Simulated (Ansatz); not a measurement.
Si₂Mo:
```xyz
3
Lattice="-1.5952 1.5952 3.9106 1.5952 -1.5952 3.9106 1.5952 1.5952 -3.9106" Properties=species:S:1:pos:R:3 pbc="T T T"
Si     0.0000     0.0000     5.2007
Si     0.0000     0.0000     2.6206
Mo     0.0000     0.0000     0.0000
```

Relaxed with PBEsol. Special points in fractions of this cell's reciprocal vectors: Γ (0.000, 0.000, 0.000); X (0.000, 0.000, 0.500); P (0.250, 0.250, 0.250); N (0.000, 0.500, 0.000); M (0.500, 0.500, -0.500); S (0.292, 0.708, -0.292); S0 (-0.292, 0.292, 0.292); R (-0.083, 0.083, 0.500); G (0.500, 0.500, -0.083).

List the band energies nearest the Fermi level at these points for PBEsol with spin–orbit coupling in the plane-wave PAW code Ansatz.

In eV from the Fermi level; about four levels below and three above (degenerate sets whole), none deeper than 8.9 eV; points with the same levels are listed once.

```csv
k,below,above
Γ,-2.70 -2.70 -2.65 -2.65,0.35 0.35 3.11 3.11
X,-3.14 -3.14 -1.26 -1.26,2.30 2.30 2.73 2.73
P,-2.18 -2.18 -2.10 -2.10,0.29 0.29 2.30 2.30
N,-2.63 -2.63 -0.55 -0.55,2.25 2.25 3.10 3.10
M,-0.55 -0.55 -0.45 -0.45,0.49 0.49 4.73 4.73
S,-2.34 -2.34 -0.45 -0.45,1.50 1.50 2.97 2.97
R,-3.01 -3.01 -1.84 -1.84,1.74 1.74 2.04 2.04
```

Space group I4/mmm (MoSi2 or CaC2 type). The PBEsol relaxation kept the symmetry of its start. The run is not spin-polarised.

Potentials: the earlier of the program's two PAW sets. The files were generated under PBE; for other functionals the program regenerates the frozen cores, and for LDA and PBEsol the local potential too.
